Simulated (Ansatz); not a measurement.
The elements of this relaxed trial crystal are hidden behind letters.

```
lattice vectors (Å)
  -1.5746    1.5746    8.4313
   1.5746   -1.5746    8.4313
   1.5746    1.5746   -8.4313
fractional positions
X 0.0000 0.0000 0.0000
X 0.6078 0.6078 0.0000
X 0.3922 0.3922 0.0000
Z 0.2044 0.2044 0.0000
Z 0.7956 0.7956 0.0000
```

The calculation used DFT PBE, scalar-relativistic, plane waves, PAW in Ansatz. Cutoff 420 eV, Γ-centred 16×16×16 mesh (5-atom cell), Gaussian smearing of 0.10 eV, no spin polarisation.

* Space group: I4/mmm (No. 139)
* Conventional cell: a = 3.149 Å, c = 16.863 Å
* Volume per atom: 16.72 Å³
* Density: 10.15 g/cm³
* Formation energy: +0.02 eV/atom
* Gap on the 16×16×16 mesh of the 5-atom cell: 0 eV (a metal)

Energies are uncorrected and count from the elements' standard states at the same level.

**Question.** X is a d-block element of period 4 and Z is a d-block element of period 6. Which elements are they?

**Answer.** X = Ti, Z = W, so the formula is Ti3W2. Density times volume gives a mean mass of 10.15 × 16.72/1.6605 = 102.2 u per atom, and this set has 102.3 u. Ti on a site of symmetry 4/mmm is surrounded by 8 Ti at 2.87 Å, 4 Ti at 3.15 Å and 2 W at 3.45 Å; Ti on a site of symmetry 4mm is surrounded by 4 W at 2.76 Å, 4 Ti at 2.87 Å, 4 Ti at 3.15 Å, 1 W at 3.17 Å and 1 Ti at 3.63 Å; W has 4 W at 2.71 Å, 4 Ti at 2.76 Å, 4 W at 3.15 Å, 1 Ti at 3.17 Å and 1 Ti at 3.45 Å. Other sets within the hints have nearly the same mass, so mass alone doesn't settle it; this one was computed.

These runs have no spin–orbit coupling, which can matter for W. Symmetry constrained the relaxation, so the result can be a saddle point.
